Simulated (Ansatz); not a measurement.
(001) slab cut from the bulk of Al, P6_3/mmc (No. 194); the slab's formula is Al:

```yaml
crystal:
  lattice:
    - [2.82220, 0.00000, 0.00000]
    - [-1.41110, 2.44410, 0.00000]
    - [0.00000, 0.00000, 35.83963]
  atoms:
    - { symbol: Al, position: [0.33333, 0.66667, 0.20927] }
    - { symbol: Al, position: [0.00000, 0.00000, 0.27387] }
    - { symbol: Al, position: [0.66667, 0.33333, 0.33848] }
    - { symbol: Al, position: [0.00000, 0.00000, 0.40309] }
    - { symbol: Al, position: [0.33333, 0.66667, 0.46770] }
    - { symbol: Al, position: [0.00000, 0.00000, 0.53230] }
    - { symbol: Al, position: [0.66667, 0.33333, 0.59691] }
    - { symbol: Al, position: [0.00000, 0.00000, 0.66152] }
    - { symbol: Al, position: [0.33333, 0.66667, 0.72613] }
    - { symbol: Al, position: [0.00000, 0.00000, 0.79073] }
```

Computed with Ansatz, DFT r2SCAN, scalar-relativistic, plane waves, PAW. Settings: cutoff 500 eV, Γ-centred mesh 12×12×1 on the computed 10-atom cell, Gaussian smearing of 0.10 eV; no spin polarisation. The cell repeats along c with a dipole correction in the vacuum.

**Question.** What forces act on the atoms?

**Answer.**
| atom | Fx (eV/Å) | Fy (eV/Å) | Fz (eV/Å) |
| --- | --- | --- | --- |
| Al1 | 0.000 | 0.000 | -0.006 |
| Al2 | 0.000 | 0.000 | 0.054 |
| Al3 | 0.000 | 0.000 | -0.013 |
| Al4 | 0.000 | 0.000 | 0.000 |
| Al5 | 0.000 | 0.000 | 0.031 |
| Al6 | 0.000 | 0.000 | -0.022 |
| Al7 | 0.000 | 0.000 | -0.025 |
| Al8 | 0.000 | 0.000 | 0.030 |
| Al9 | 0.000 | 0.000 | -0.128 |
| Al10 | 0.000 | 0.000 | 0.078 |

The reference crystal is a form of Al, which isn't its usual structure.

Cost: 1 run of about 0.31 core-minutes, on Intel Xeon 6975P-C (Granite Rapids) (shared hosts).